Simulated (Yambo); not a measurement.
RhCuO2 (space group R-3m, No. 166): the exchange self-energy on PBEsol orbitals (Yambo, 4×4×4 mesh) holds the Coulomb divergence, which is integrated with random points (RandQpts).

```json
[
 {"random points": "1,000", "exchange-only gap F → (0.25, -0.5, -0.5) (eV)": "10.14", "shift of the valence edge (eV)": "-4.99", "gap against the reference (meV)": "-39"},
 {"random points": "10,000", "exchange-only gap F → (0.25, -0.5, -0.5) (eV)": "10.12", "shift of the valence edge (eV)": "-4.98", "gap against the reference (meV)": "-55"},
 {"random points": "100,000", "exchange-only gap F → (0.25, -0.5, -0.5) (eV)": "10.20", "shift of the valence edge (eV)": "-5.10", "gap against the reference (meV)": "17"},
 {"random points": "1,000,000", "exchange-only gap F → (0.25, -0.5, -0.5) (eV)": "10.18", "shift of the valence edge (eV)": "-5.08", "gap against the reference (meV)": "3"},
 {"random points": "5,000,000", "exchange-only gap F → (0.25, -0.5, -0.5) (eV)": "10.18", "shift of the valence edge (eV)": "-5.07", "gap against the reference (meV)": "reference"}
]
```

From 100,000 points on, the gap stays within 20 meV of the run with most points. The error is statistical; each row is a single draw, so the rows fix no rate of convergence.

Spin-orbit coupling is not included.

Geometry relaxed with PBEsol; primitive cell a = b = c = 5.9097 Å, α = β = γ = 30.12°.

A shift is the quasiparticle energy of the state minus its PBEsol energy.
